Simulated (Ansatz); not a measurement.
Ansatz (a first-principles code) input:

Ansatz 0.2 input:
```yaml
crystal:
  lattice:
    - [6.8623824115, 0.0, 0.0]
    - [0.0, 3.7747043282, 0.0]
    - [0.0, 0.0, 5.2258127365]
  atoms:
    - { symbol: Hf, position: [0.6754652158, 0.25, 0.3739483748] }
    - { symbol: Hf, position: [0.3245347842, 0.75, 0.6260516252] }
    - { symbol: Hf, position: [0.8245347842, 0.75, 0.8739483748] }
    - { symbol: Hf, position: [0.1754652158, 0.25, 0.1260516252] }
    - { symbol: Si, position: [0.5430065811, 0.25, 0.8609612644] }
    - { symbol: Si, position: [0.4569934189, 0.75, 0.1390387356] }
    - { symbol: Si, position: [0.9569934189, 0.75, 0.3609612644] }
    - { symbol: Si, position: [0.0430065811, 0.25, 0.6390387356] }
kpoints:
  mp_grid: { grid: [6, 11, 8] }
hamiltonian:
  xc: r2scan
  pseudopotentials: { kind: paw }
scf:
  occupations: { method: gaussian, width: 0.05 }
checkpoint: { read: metal.run }
output: { bader: true, populations: true }
```

Output (shortened):

```
Pseudopotential: Hf, paw, valence charge 26
Pseudopotential: Si, paw, valence charge 4
Functional definition: r2SCAN
Crystal: 8 atoms, lattice volume = 135.367 Å³
Basis set: ecut = 500 eV, 3439 PW (Γ), exchange–correlation on 216×120×160 points (64 copies of the dense FFT grid, shifted against one another)
Bands: 72, of which v1, the nominal top of the filled ones, is band 60 counted from 1 (59 counted from 0)
Symmetry: 8 space group operations
Space group: Pnma (ITA 62), of the structure as read, at distance tolerance 5.1e-5 Å
k-points: 120 of 528
Stability of the state it starts from, as read at its close in the unpolarized treatment …
iter 1 solved again at ethr=1.36e-7 eV; its pass at ethr=3.10e-3 eV (dr2=1.63e-4 eV) is discarded
SCF iter   1: F=—  HF=-65495.373803 eV  |F-HF|=—  |Δ(HF+E_count)|=         —  Δρ=3.60e-7  dr2=1.91e-10  dr2_τ=1.84e-11  ethr=1.36e-7  ⟨swp⟩=3.0  Hψ=55556  notcnv=0
preconditioner: auto → Resta (q_TF=auto, 2.674 Å⁻¹)
SCF iter   2: F=—  HF=-65495.373802 eV  |F-HF|=—  |Δ(HF+E_count)|=   4.60e-7  Δρ=1.64e-7  dr2=4.05e-11  dr2_τ=1.41e-11  ethr=1.00e-12  ⟨swp⟩=6.9  Hψ=34650  notcnv=0
SCF iter   3: F=-65495.373802 eV  HF=-65495.373802 eV  |F-HF|=2.91e-11  |Δ(HF+E_count)|=  1.46e-11  Δρ=1.19e-7  dr2=1.95e-11  dr2_τ=8.11e-13  ethr=1.00e-12  ⟨swp⟩=1.0  Hψ=17769  notcnv=0
SCF 1 converged in 3 iterations: F = -65495.373802 eV  dr2 = 1.95e-11
SCF converged after 3 iterations
Free energy (F): -65495.373802 eV
Harris-Foulkes:  -65495.373802 eV  (|F-HF|=2.91e-11)
Internal energy: -65495.371762 eV  (E = F + TS)
E sigma→0 (E₀):  -65495.372782 eV
Entropy (-TS):   -0.002040 eV (-0.255 meV/atom)
Fermi energy:    17.741136 eV
--- Per-component energies (eV) ---
  E_band       = 33.932974
  E_kinetic    = 1870.792728
  E_local      = -23107.577150  (includes V_loc(G=0)·N_el)
  E_nonlocal   = -4896.758001
  E_hartree    = 10901.763469
  E_xc         = -1346.450464
  E_vxc        = -1383.237599  (∫ρ·V_xc dr)
  E_paw        = -29884.145048  (= ΣΔE_a)
  E_vpaw       = 5681.060844  (= ΣTr[D̂ρ^β])
  E_aug_tail   = 0.000013  (compensation charges beyond the density's cutoff)
  E_vtau       = 66.125434  (kinetic-family band-sum trace: ∫τ·v_τ [+ j·A + Jᵃ·Aᵃ] dr)
  E_ewald      = -19033.977664
  E_core_change = 0.980355  (= ΣΔE_core)
  E_smearing   = -0.002040  (= −TS)
  E_closure    =  0.000000  (closes the sum)
  Σ components = -65495.373802   (vs F -65495.373802, Δ=0.00e0)
  [band-id]    e_kinetic+e_local+e_nonlocal+2·e_hartree+e_vxc+e_vpaw+e_augmentation_tail+e_vtau = 33.933206   (vs E_band 33.932974, Δ=2.32e-4)
--- Band table (eV; the first three rows and the last of 120) ---
  k-point 0: bands = ["-45.9001", "-45.8852", "-45.8775", "-45.8691", "-14.1280", "-14.1267", "-14.0908", "-14.0147", "-14.0022", "-13.9838", "-13.9296", "-13.8787", "-13.8258", "-13.8199", "-13.8193", "-13.7550", "4.9191", "5.6223", "5.6341", "5.6351", …
  k-point 1: bands = ["-45.8992", "-45.8845", "-45.8784", "-45.8697", "-14.1502", "-14.1058", "-14.0683", "-14.0293", "-14.0096", "-13.9661", "-13.9254", "-13.8839", "-13.8341", "-13.8235", "-13.8194", "-13.7613", "5.0063", "5.6216", "5.6335", "5.6344", …
  k-point 2: bands = ["-45.8969", "-45.8827", "-45.8809", "-45.8713", "-14.1615", "-14.0788", "-14.0679", "-14.0233", "-13.9950", "-13.9563", "-13.9135", "-13.8989", "-13.8571", "-13.8355", "-13.8180", "-13.7772", "5.2469", "5.6206", "5.6297", "5.6344", …
  k-point 119: bands = ["-45.8818", "-45.8818", "-45.8802", "-45.8802", "-14.1424", "-14.1424", "-14.1291", "-14.1291", "-13.9704", "-13.9704", "-13.9510", "-13.9510", "-13.8201", "-13.8201", "-13.8164", "-13.8164", "5.6310", "5.6310", "5.6328", "5.6328", …
--- Löwdin populations: 8 sites ---
  site symbol       q [e]
     0     Hf     25.7770
     1     Hf     25.7770
     2     Hf     25.7770
     3     Hf     25.7770
     4     Si      4.1020
     5     Si      4.1020
     6     Si      4.1020
     7     Si      4.1020
  spilling = 0.004034 (of n_electrons = 120.000000)
--- Bader charges: 8 sites ---
  site symbol  charge [e]  shift [e]
     0     Hf      1.3689     0.0005
     1     Hf      1.3689     0.0005
     2     Hf      1.3689     0.0005
     3     Hf      1.3689     0.0005
     4     Si     -1.3689     0.0005
     5     Si     -1.3689     0.0005
     6     Si     -1.3690     0.0005
     7     Si     -1.3689     0.0005
  shift: an alarm, by how much a part of what the PAW files miss would move the charge. Where it is large, compare
  with a run on PAW files of another source; a small one proves nothing
  estimated error of the sums over rays = 8.1e-4 e
```

Cost: very roughly 3.0 core-minutes on shared cores.

The first step of the workflow began from a Materials Project structure, measured or hypothetical; the Crystallography Open Database files this formula in space group No. 62, but the cells were not matched. Its standing as an ambient phase is unchecked. The cell was relaxed with r²SCAN under the symmetry of its start; whether a distortion lowers the energy is not shown. The run is not spin-polarised. Spin–orbit coupling is left out wherever it is not named.

Potentials: the later of the program's two PAW sets.

Ansatz is a plane-wave DFT program.
